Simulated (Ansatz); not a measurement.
Each is relaxed and computed with PBEsol (plane waves, PAW; program Ansatz). Which alone has an imaginary phonon mode on a q-mesh?
A) SrZrO3, P4mm (Sr on 1b, Zr on 1a, O on 1a, O on 2c)
B) CaO, zinc blende
C) CaTiO3, R3c (Ca on 6a, Ti on 6a, O on 18b)
D) MgO, Pm-3n (Mg on 6c, O on 6d)

A, SrZrO3, P4mm (Sr on 1b, Zr on 1a, O on 1a, O on 2c). SrZrO3: gap 3.35 eV (indirect), lowest mode -142 cm⁻¹; CaTiO3: gap 2.85 eV (indirect), lowest mode 0 cm⁻¹; MgO: gap 2.84 eV (direct), lowest mode 0 cm⁻¹; CaO: gap 3.27 eV (indirect), lowest mode 0 cm⁻¹. Typed or built starts, not in the databases checked: CaTiO3, R3c (Ca on 6a, Ti on 6a, O on 18b); CaO, zinc blende. Not the usual ambient phase: MgO, Pm-3n (Mg on 6c, O on 6d); CaO, zinc blende. Standing as an ambient phase not checked: SrZrO3, P4mm (Sr on 1b, Zr on 1a, O on 1a, O on 2c). Began spin-polarised and lost the moments: CaTiO3, R3c (Ca on 6a, Ti on 6a, O on 18b). Unstable at this level: SrZrO3, P4mm (Sr on 1b, Zr on 1a, O on 1a, O on 2c). All cells were relaxed under the symmetry of their starts (and spin orders); stability against distortions was not tested throughout. Rows with no word on spin ran without spin polarisation. Spin–orbit coupling is left out wherever it is not named.

Potentials: the later of the program's two PAW sets.
